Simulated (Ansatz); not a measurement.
## Run on Eu (Fm-3m) — start Eu1↑ Eu2↑ Eu3↓ Eu4↓; anisotropy by the force theorem

These are results of DFT, LDA, PAW with Ansatz's default frozen-core files, scalar-relativistic (Ansatz), not measurements.

Command: `ansatz run input.yaml --threads 2 --pin off --max-ram 6144MiB --backend cpu --events-out ev --progress --plain --runs-dir out`

```yaml
crystal:
  lattice:
    - [5.5786053828, 0.0, 0.0]
    - [0.0, 5.5786053828, 0.0]
    - [0.0, 0.0, 5.5786053828]
  atoms:
    - { symbol: Eu, position: [0.0, 0.0, 0.0], spin: 6.9 }
    - { symbol: Eu, position: [0.5, 0.5, 0.0], spin: 6.9 }
    - { symbol: Eu, position: [0.5, 0.0, 0.5], spin: -6.9 }
    - { symbol: Eu, position: [0.0, 0.5, 0.5], spin: -6.9 }
magnetization:
  spin_polarized: true
kpoints:
  mp_grid: { grid: [5, 5, 5] }
scf:
  occupations: { method: fermi_dirac, width: 0.1 }
  lower_state_search: "off"
hamiltonian:
  xc: lda
  pseudopotentials: { kind: paw }
output:
  eigenvalues: false
  eigenstates:
    nscf_kmesh: { grid: [7, 7, 7] }
    top_band: c122
    magnetocrystalline_anisotropy:
      directions: [[0.0, 0.0, 1.0], [0.70710678, -0.70710678, 0.0], [1.0, 0.0, 0.0]]
```

The program prints:

```
settings of this run that can trade accuracy for cost: output.eigenvalues: false. Do not mix this run's numbers with those of runs without the same settings; the input reference describes each key
band count auto-derived: 59, from the close of a first SCF at 58 (N_el = 68.0; filled up to band 34; 58 by the electrons, moments and atoms)
Engine: ansatz 0.2.0
Pseudopotentials: kind: paw
Pseudopotential: Eu, paw, valence charge 17, recommended cutoff 420 eV (normal), Eu.paw.azcp
Functional definition: SPW92
  exchange = slater_x
  correlation = pw_c
Crystal: 4 atoms, lattice volume = 173.611 Å³
Basis set: ecut = 420 eV, 3407 PW (Γ)
Bands: 58, of which v1, the nominal top of the filled ones, is band 34 counted from 1 (33 counted from 0)
Symmetry: 32 space group operations
Space group: P4/mmm (ITA 123), of the structure as read, at distance tolerance 5.6e-5 Å
Magnetic group: BNS 123.350 (UNI 1010), of the structure as read, at distance tolerance 5.6e-5 Å
k-points: 18 of 125
Non-local potential: Eu, projectors of the file, l = 0: 3, l = 1: 2, l = 2: 2, l = 3: 3
PAW form: soft (Blöchl's): semilocal exchange-correlation on the pseudo side does not see the compensation charge
PAW frozen core: Eu, regenerated for the run's functional, and the local potential with it (the file was generated under x = pbe(κ = 0.804, μ = 0.2195149727645171), c = pbe(β = 0.06672455060314922))
PAW one-centre angular grid: Eu, 590 points (default); XC on 64 Gauss nodes
Initial density: superposition of atomic densities (chi_scale 0.1, normalization cell)
Starting moments: Σ|m| = 27.6 μB on 4 of 4 sites
Starting magnetic order: antiferromagnet; a translation exchanges its spin sublattices: spin-degenerate at every k-point
Initial wavefunctions: pseudopotential atomic-orbital guess
Functional: x = slater, c = lda
SCF iter   1: F=—  HF=-34256.128141 eV  |F-HF|=—  |Δ(HF+E_count)|=         —  Δρ=2.78e-1 (↑2.78e-1 ↓2.78e-1)  dr2=1.20e1  dr2_m=1.20e2  M=0.000 μB ∫|m|=29.215 μB  β_m=1.00  ethr=3.10e-3  ⟨swp⟩=6.2  Hψ=3942  notcnv=0
preconditioner: auto → Kerker (q_TF=auto, 2.334 Å⁻¹)  [metal: Δε(μ)=0.058 eV  Ē_g=10.203 eV  σ=0.100 eV  W_gap=0.14  n_scr=32 (ndim 8)  ℏωp=21.8 eV  f_vac=0.000  D(μ)=6.99/eV (n_scr^D=56)]
spin=Collinear: Kerker preconditioning applied to the charge; magnetization (m = ρ↑ − ρ↓) channel mixes plain (no charge-response kernel on spin).
SCF iter   2: F=—  HF=-34226.761549 eV  |F-HF|=—  |Δ(HF+E_count)|=    2.94e1  Δρ=4.02e-2 (↑4.02e-2 ↓4.02e-2)  dr2=1.45e0  dr2_m=2.17e0  M=0.000 μB ∫|m|=28.758 μB  β_m=1.00  ethr=3.10e-3  ⟨swp⟩=4.4  Hψ=3382  notcnv=0
SCF iter   3: F=—  HF=-34240.844860 eV  |F-HF|=—  |Δ(HF+E_count)|=    1.41e1  Δρ=6.71e-3 (↑6.71e-3 ↓6.71e-3)  dr2=1.48e-1  dr2_m=3.48e-2  M=0.000 μB ∫|m|=28.274 μB  β_m=0.30  ethr=2.13e-3  ⟨swp⟩=4.6  Hψ=2770  notcnv=0
SCF iter   4: F=—  HF=-34252.067343 eV  |F-HF|=—  |Δ(HF+E_count)|=    1.12e1  Δρ=6.56e-3 (↑6.56e-3 ↓6.56e-3)  dr2=1.59e-1  dr2_m=3.70e-2  M=0.000 μB ∫|m|=28.266 μB  β_m=0.30  ethr=2.17e-4  ⟨swp⟩=3.7  Hψ=2476  notcnv=0  defer=1
SCF iter   5: F=—  HF=-34258.116872 eV  |F-HF|=—  |Δ(HF+E_count)|=    6.05e0  Δρ=3.35e-2 (↑3.35e-2 ↓3.35e-2)  dr2=2.62e0  dr2_m=1.04e0  M=0.000 μB ∫|m|=27.185 μB  β_m=0.30  ethr=2.17e-4  ⟨swp⟩=5.2  Hψ=3151  notcnv=0  defer=68
[...]
SCF iter  20: F=-34262.127121 eV  HF=-34262.127121 eV  |F-HF|=1.24e-10  |Δ(HF+E_count)|=   1.47e-8  Δρ=7.28e-7 (↑7.28e-7 ↓7.28e-7)  dr2=6.11e-10  dr2_m=5.75e-10  M=0.000 μB ∫|m|=27.963 μB  ethr=1.47e-10  ⟨swp⟩=13.2  Hψ=4666  notcnv=0
SCF 1, on 58 bands, converged in 20 iterations: F = -34262.127121 eV; the run's SCF on all bands comes behind
  greatest PAW one-centre occupation: 1.001 electrons in one spin orbital (limit 2), on the Eu atom at site 3 (counted from 0), in its partial waves of l = 0
The result of the SCF on 58 bands, without forces or a stress, told ahead of the SCF on all bands, whose result is the run's:
SCF converged after 20 iterations
Magnetization: 0.0000 μB (34.0000 up, 34.0000 down)
Absolute magnetization: 27.9625 μB (∫|ρ↑−ρ↓|, with the PAW one-centre terms)
Spin contamination: 13.7370 ħ² per cell (⟨S²⟩ above its minimum at these occupations)
Per-site moments (μB) at R_I (Å): [(6.914612292421018, 1.6271762494934332), (6.914612292421018, 1.6271762494934332), (-6.914612292421018, 1.6271762494934332), (-6.914612292421018, 1.6271762494934332)]
Free energy (F): -34262.127121 eV
Harris-Foulkes:  -34262.127121 eV  (|F-HF|=1.24e-10)
Internal energy: -34261.787436 eV  (E = F + TS)
E sigma→0 (E₀):  -34261.957279 eV
Entropy (-TS):   -0.339685 eV (-84.921 meV/atom)
Fermi energy:    8.516042 eV
--- Per-component energies (eV) ---
  E_band       = -225.143036
  E_kinetic    = 1398.232574
  E_local      = -8754.818748  (includes V_loc(G=0)·N_el)
  E_nonlocal   = 1923.255918
  E_hartree    = 3460.251432
  E_xc         = -696.107566
  E_vxc        = -801.243189  (∫ρ·V_xc dr)
  E_paw        = -24756.759915  (= ΣΔE_a)
  E_vpaw       = -911.074980  (= ΣTr[D̂ρ^β])
  E_aug_tail   = -0.000001  (compensation charges beyond the density's cutoff)
  E_ewald      = -6840.380686
  E_core_change = 4.539554  (= ΣΔE_core)
  E_smearing   = -0.339685  (= −TS)
  E_closure    = 0.000000  (closes the sum)
  Σ components = -34262.127121   (vs F -34262.127121, Δ=0.00e0)
--- Band table (eV; the first three rows and the last of 36) ---
  k-point 0 ↑: bands = ["-33.0181", "-32.9993", "-30.0948", "-30.0703", "-11.8769", "-11.8769", "-11.8120", "-11.7495", "-11.6833", "-11.6833", "-9.6734", "-9.6734", "-9.5785", "-9.5408", "-9.4356", "-9.4356", "4.5487", "7.3486", "7.4412", "7.5271", "8.0008", "8.0139", "8.0139", "8.0207", "8.0241", "8.0469", "8.0469", "8.0641", "8.0641", "8.0758", "8.0805", "8.0805", "8.0980", "8.1055", "8.2871",  …
  k-point 1 ↑: bands = ["-33.0180", "-32.9993", "-30.0948", "-30.0703", "-11.8748", "-11.8748", "-11.8079", "-11.7511", "-11.6825", "-11.6825", "-9.6770", "-9.6770", "-9.5906", "-9.5434", "-9.4369", "-9.4369", "4.8366", "7.3373", "7.5666", "7.7553", "7.9746", "8.0123", "8.0123", "8.0126", "8.0256", "8.0460", "8.0460", "8.0548", "8.0548", "8.0748", "8.0784", "8.0784", "8.1054", "8.1334", "8.4427",  …
  k-point 2 ↑: bands = ["-33.0179", "-32.9993", "-30.0949", "-30.0703", "-11.8715", "-11.8715", "-11.8013", "-11.7536", "-11.6811", "-11.6811", "-9.6828", "-9.6828", "-9.6101", "-9.5477", "-9.4390", "-9.4390", "5.6218", "6.6900", "7.9434", "7.9523", "7.9939", "7.9959", "8.0108", "8.0108", "8.0440", "8.0440", "8.0487", "8.0487", "8.0733", "8.0760", "8.0760", "8.1052", "8.1154", "8.5246", "8.7831",  …
  k-point 17 ↓: bands = ["-33.0094", "-33.0076", "-30.0836", "-30.0813", "-11.9036", "-11.8861", "-11.7892", "-11.7848", "-11.6825", "-11.6638", "-9.6987", "-9.6765", "-9.5655", "-9.5598", "-9.4406", "-9.4165", "6.8330", "7.1910", "7.2758", "7.3254", "7.9791", "7.9820", "8.0093", "8.0188", "8.0199", "8.0289", "8.0529", "8.0542", "8.0656", "8.0731", "8.0753", "8.0811", "8.1107", "8.1207", "9.1923", …
Bands: 59, of which v1, the nominal top of the filled ones, is band 34 counted from 1 (33 counted from 0)
Initial density: handed on by an earlier stage of this run
Starting moments: Σ|m| = 27.6 μB on 4 of 4 sites; this step starts from the density that it was given
iter 1 solved again at ethr=3.20e-7 eV; its pass at ethr=3.10e-3 eV (dr2=2.18e-4 eV) is discarded
SCF iter   1: F=—  HF=-34262.127122 eV  |F-HF|=—  |Δ(HF+E_count)|=         —  Δρ=5.01e-7 (↑5.01e-7 ↓5.01e-7)  dr2=3.82e-10  dr2_m=1.05e-10  M=0.000 μB ∫|m|=27.963 μB  β_m=0.30  ethr=3.20e-7  ⟨swp⟩=3.4  Hψ=7197  notcnv=0
eigensolver tolerance schedule: the retry pair's looser diagonalisation over-reported the residual by 569756.65 of it (diagonalisation noise at an unbounded share of the residual, at the tolerance the schedule requests for it); recorded, not acted on — ethr = c·dr2/N_el stays at c = 1.0e-1
preconditioner: auto → Kerker (q_TF=auto, 2.334 Å⁻¹)  [metal: Δε(μ)=0.014 eV  Ē_g=10.916 eV  σ=0.100 eV  W_gap=0.03  n_scr=32 (ndim 8)  ℏωp=21.8 eV  f_vac=0.000  D(μ)=8.54/eV (n_scr^D=80)]
spin=Collinear: Kerker preconditioning applied to the charge; magnetization (m = ρ↑ − ρ↓) channel mixes plain (no charge-response kernel on spin).
SCF iter   2: F=—  HF=-34262.127121 eV  |F-HF|=—  |Δ(HF+E_count)|=   8.21e-7  Δρ=1.75e-6 (↑1.75e-6 ↓1.75e-6)  dr2=7.12e-9  dr2_m=2.83e-9  M=0.000 μB ∫|m|=27.963 μB  β_m=0.30  ethr=1.00e-12  ⟨swp⟩=12.1  Hψ=6305  notcnv=0
SCF iter   3: F=-34262.127121 eV  HF=-34262.127121 eV  |F-HF|=3.20e-10  |Δ(HF+E_count)|=  4.51e-10  Δρ=1.71e-7 (↑1.71e-7 ↓1.71e-7)  dr2=1.65e-10  dr2_m=4.97e-12  M=0.000 μB ∫|m|=27.963 μB  ethr=1.00e-12  ⟨swp⟩=1.1  Hψ=2844  notcnv=0
SCF 2 converged in 3 iterations: F = -34262.127121 eV  dr2 = 1.65e-10
NSCF: frozen V_eff on 40 k-points
Magnetocrystalline anisotropy: 0 of 40 k-points coupled
Magnetocrystalline anisotropy: 40 of 40 k-points coupled
SCF converged after 23 iterations (20 of them on 58 bands)
Magnetization: 0.0000 μB (34.0000 up, 34.0000 down)
Absolute magnetization: 27.9626 μB (∫|ρ↑−ρ↓|, with the PAW one-centre terms)
Spin contamination: 13.7370 ħ² per cell (⟨S²⟩ above its minimum at these occupations)
Per-site moments (μB) at R_I (Å): [(6.914616274813809, 1.6271762494934332), (6.914616274813809, 1.6271762494934332), (-6.914616274813809, 1.6271762494934332), (-6.914616274813809, 1.6271762494934332)]
Free energy (F): -34262.127121 eV
Harris-Foulkes:  -34262.127121 eV  (|F-HF|=3.20e-10)
Internal energy: -34261.787442 eV  (E = F + TS)
E sigma→0 (E₀):  -34261.957282 eV
Entropy (-TS):   -0.339679 eV (-84.920 meV/atom)
Fermi energy:    8.516039 eV
--- Per-component energies (eV) ---
  E_band       = -225.143392
  E_kinetic    = 1398.232555
  E_local      = -8754.822486  (includes V_loc(G=0)·N_el)
  E_nonlocal   = 1923.257181
  E_hartree    = 3460.254284
  E_xc         = -696.107461
  E_vxc        = -801.243050  (∫ρ·V_xc dr)
  E_paw        = -24756.760382  (= ΣΔE_a)
  E_vpaw       = -911.074755  (= ΣTr[D̂ρ^β])
  E_aug_tail   = -0.000001  (compensation charges beyond the density's cutoff)
  E_ewald      = -6840.380686
  E_core_change = 4.539554  (= ΣΔE_core)
  E_smearing   = -0.339679  (= −TS)
  E_closure    = 0.000000  (closes the sum)
  Σ components = -34262.127121   (vs F -34262.127121, Δ=0.00e0)
--- Band table (eV; the first three rows and the last of 36) ---
  [... 4 further k-point lines left out ...]
settings of this run that can trade accuracy for cost: output.eigenvalues: false. Do not mix this run's numbers with those of runs without the same settings; the input reference describes each key
```

magnetocrystalline_anisotropy.tsv:

```
# direction_x	direction_y	direction_z	energy_mev	energy_tetrahedra_mev	beyond_first_order_mev	atom_0_mev	atom_1_mev	atom_2_mev	atom_3_mev	spread_mev	spread_tetrahedra_mev	orbital_0_along_direction_mub	orbital_1_along_direction_mub	orbital_2_along_direction_mub	orbital_3_along_direction_mub
# format = ansatz-magnetocrystalline-anisotropy/3
# nscf_kmesh_grid = 7 7 7
# nscf_kmesh_shift = 0 0 0
# n_bands = 156
# occupation_method = fermi_dirac
# smearing_width_ev = 0.1
# xc_rung = lda
# a1_ang = 5.5786 0 0
# a2_ang = 0 5.5786 0
# a3_ang = 0 0 5.5786
# atom = 0 Eu 0 0 0
# atom = 1 Eu 0.5 0.5 0
# atom = 2 Eu 0.5 0 0.5
# atom = 3 Eu 0 0.5 0.5
# kernel_functional = own
# kernel_scale = 1.0044
# goldstone_residual = 0.031278
# bands_end_over_fermi_ev = 34.219
# easy_direction_run = 0
# easy_direction_tetrahedra = 0
0	0	1	0	0	0.22434	0	0	0	0	0	0	-0.37612	-0.37612	0.37612	0.37612
0.70711	-0.70711	0	1.4598	2.7496	0.19028	0.43244	0.43244	0.43244	0.43244	1.0067	2.6374	-0.36774	-0.36774	0.36774	0.36774
1	0	0	0.91694	2.9412	0.19507	0.17943	0.17943	0.17943	0.17943	1.0906	2.4426	-0.37234	-0.37234	0.37234	0.37234
```

The log's space group differs from the title's, since the program also counts the typed moments and uses a tighter tolerance.

Site moments (μB): Eu1 6.91, Eu2 6.91, Eu3 -6.91, Eu4 -6.91. Cell moment 0.00 μB.

The magnetic group in the log treats spin as a scalar label, without spin–orbit coupling.

The PAW files were made with PBE; the program remakes their cores once for the run's functional and then keeps them frozen. Without U a semilocal functional puts the f levels too near the Fermi level, which can change moments and the order of magnetic states; site and cell moments are spin moments. The Ansatz runs typed with the search for lower states off end where their start leads. With open f shells a run can end in a state that isn't the lowest. None of this fixes the real material's magnetic order: only patterns that fit the cell were computed, at zero temperature, with a functional that can overstate moments.

It took 2 min on 2 threads of Arm Neoverse V1 (shared host), peak memory 1.2 GiB.
